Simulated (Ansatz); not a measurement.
Problem. Name crystals whose computed values (plane-wave PAW r²SCAN (Ansatz code)) fall in these windows: B₀ by P(V) fit (GPa) 200 to 280; highest Γ mode, no LO–TO term (cm⁻¹) 510 to 680.

Solution. 

| crystal | B₀ by P(V) fit (GPa) | highest Γ mode, no LO–TO term (cm⁻¹) |
|---|---|---|
| TiO, P-62m (Ti on 2d, Ti on 1a, O on 3f) | 233 | 589 |
| NaWO3, cubic perovskite | 230 | 676 |
| Ti2O3, corundum | 229 | 543 |
Others may fit too.

Standing as an ambient phase not checked: TiO, P-62m (Ti on 2d, Ti on 1a, O on 3f); NaWO3, cubic perovskite; Ti2O3, corundum. All cells were relaxed under the symmetry of their starts (and spin orders); stability against distortions was not tested throughout. Rows with no word on spin ran without spin polarisation. No Hubbard U is applied. Spin–orbit coupling is left out wherever it is not named.

Potentials: the later of the program's two PAW sets.
